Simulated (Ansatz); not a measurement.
The start is a relaxed Mg cell displaced along its unstable phonon at q = Γ (90i cm⁻¹), largest move 0.15 Å. A full variable-cell relaxation at zero pressure is run with PBEsol (plane waves to 420 eV, PAW, scalar-relativistic; Ansatz, a program for electronic structure). The first steps use a coarse 8×8×11 k-mesh.

Starting cell:
```
Mg
1.0
    5.06465     0.00000     0.00000
   -2.53233     4.38612     0.00000
    0.00000     0.00000     3.07888
Mg
3
Direct
  0.00000   0.00000   0.00000
  0.33333   0.66667   0.45128
  0.66667   0.33333   0.54872
```

- Largest initial force = 0.10 eV/Å, on Mg2, Mg3 (atoms numbered as listed)
- Shortest distances (start → end) = The closest pairs of elements (up to four, under 3.6 Å), start → end: Mg–Mg 2.94 → 3.08 Å
- Band gap at the end = zero (metallic)
- Optimiser moves = 7

Relaxed structure:

```cif
data_Mg2
_chemical_formula_sum 'Mg2'
_space_group_name_H-M_alt 'Im-3m'
_space_group_IT_number 229
_space_group_name_Hall '-I 4 2 3'
_cell_length_a 3.55579
_cell_length_b 3.55579
_cell_length_c 3.55579
_cell_angle_alpha 90.000
_cell_angle_beta 90.000
_cell_angle_gamma 90.000
loop_
_atom_site_label
_atom_site_type_symbol
_atom_site_symmetry_multiplicity
_atom_site_Wyckoff_symbol
_atom_site_fract_x
_atom_site_fract_y
_atom_site_fract_z
_atom_site_occupancy
Mg1 Mg 2 a 0.00000 0.00000 0.00000 1
```
(The calculation used a cell of 1 atom; values per cell refer to that cell.)

Final values are on a 18×18×18 k-mesh of the relaxed cell. No spin polarisation in the result.

The run could not lose the symmetry of its start, so the end can be a saddle point.

The relaxed structure here is a generated cell of Mg: the first start was made by placing the elements on the sites of a structure type, and the end was not matched to a known phase here, so it may be hypothetical. Known forms of Mg include space group No. 194.
